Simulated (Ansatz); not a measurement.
Re (bcc type) under strong compression

```yaml
crystal:
  lattice:
    - [-1.53526, 1.53526, 1.53526]
    - [1.53526, -1.53526, 1.53526]
    - [1.53526, 1.53526, -1.53526]
  atoms:
    - { symbol: Re, position: [0.00000, 0.00000, 0.00000] }
```

The cell comes from a relaxation on PAW files under the same functional, begun from a prototype that needn't be the stable phase.

Its volume is scaled at fixed shape and fractional positions.

Level of theory: DFT with LDA, scalar-relativistic, in Ansatz 0.2.0; a Γ-centred 19×19×19 k mesh, Fermi–Dirac smearing of 0.1 eV, no spin polarisation. LAPW: all electrons, basis error target 1 meV/atom; PAW: frozen-core files, cutoff 420 eV; crystal datasets: all electrons, by PAW datasets that the program makes for each cell; norm-conserving: pseudopotentials, cutoff 980 eV; PAW (cutoff 300 eV): frozen-core files, cutoff 300 eV.

Energies are extrapolated to zero smearing and count from the unscaled cell; pressure is positive in compression; gaps take the mesh and a band path. No temperature or zero-point motion is included.

Spin–orbit coupling is left out, which matters for the heavy atoms. The PAW files were made under PBE. The structure type is held throughout; the real material can change phase at far lower pressure.

```tsv
V/V0	V (Å³/atom)	P LAPW (GPa)	ΔE LAPW (eV/atom)	P PAW − LAPW (GPa)	ΔE PAW − LAPW (meV/atom)
1.00	14.47	0.06	0.000	-0.06	0.0
0.92	13.32	39.5	0.131	0.07	0.0
0.84	12.16	100.5	0.620	0.35	1.4
0.76	11.00	?	?	?	?
0.68	9.84	346.4	3.578	2.06	16.1
0.60	8.68	591.7	6.893	4.42	38.5
0.52	7.53	1013	12.539	9.50	86.6
0.45	6.51	1655	20.788	17.89	170.4
```

Fit the Vinet equation to the LAPW pressures shown (residuals weighted by 1/(|P| + 0.03·Pmax)), and predict the pressure of the withheld row.

The fit gives V0 = 14.48 Å³/atom, B0 = 384 GPa and B0′ = 4.63. At 11.00 Å³/atom, x = (V/V0)^(1/3) = 0.9124, and P = 3·B0·(1 − x)/x²·exp[1.5·(B0′ − 1)·(1 − x)] = 195.4 GPa. The run itself gave 195.6 GPa (-0.1 % off) and ΔE = 1.663 eV/atom.

At the smallest volume, how far do crystal datasets and norm-conserving and PAW (cutoff 300 eV) lie from LAPW in pressure?

crystal datasets: 0.00 GPa; norm-conserving: -0.49 GPa; PAW (cutoff 300 eV): +17.71 GPa, on a LAPW pressure of 1655 GPa.

How do the Löwdin populations by LAPW change from the unscaled cell to the last row?

Re 5s 1.97 → 1.85, Re 6s 0.92 → 0.58, Re 5p 5.99 → 5.90, Re 5d 5.97 → 6.57 electrons an atom. These are projections on the shells that the free atoms fill; 0.16 e a cell lies outside them at the start and 0.11 e at the end.
